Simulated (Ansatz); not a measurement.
Level: r2SCAN, no spin polarisation; 500 eV; 7×7×7 Γ-centred mesh; fermi-dirac occupations (width 0.1 eV); Ansatz 0.2.0, fixed geometry.

Computed maps in the lattice plane spanned by a (left to right, 5.15 Å, 16 points from zero) and b (bottom to top, 5.15 Å, 16 points from zero), 90° apart, at height 0.750 along c. The fields are smooth PAW ones with compensation charges, not the true ones near nuclei.

Valence density. Digits on a logarithmic scale: 0 up to 0.03 e/Å³, each further digit a factor of 1.6, 9 from 1.3 e/Å³ up:
```
9754321224589999
9853211124689999
9753111224589999
8642212234579999
6432233344556787
4323455555455555
2234678765544333
2246899997543221
1357999998542211
2358999998642111
3457999998542212
3457999997543223
4556778876544444
5555555555455555
7655444444567887
9754332234579999
```

Q: The cell is Al2HgPt4. Which atoms lie within 0.2 Å of this plane, and where (fractions of a and b)?

A: Pt at (0.38, 0.38), Pt at (0.88, 0.88). The whole cell:
```xyz
7
Lattice="0.0000 5.1467 0.0000 5.1467 0.0000 0.0000 2.5733 2.5733 -5.1904" Properties=species:S:1:pos:R:3 pbc="T T T"
Al    2.5733    5.1467   -2.5952
Pt    3.8600    3.8600   -3.8928
Pt    1.2867    3.8600   -1.2976
Pt    6.4334    6.4334   -3.8928
Pt    3.8600    1.2867   -1.2976
Hg    0.0000    0.0000    0.0000
Al    2.5733    2.5733    0.0000
```

Origin: a known structure type with other elements, at an estimated volume, so it need not be a known compound. Caveats: atoms or cell far from equilibrium.
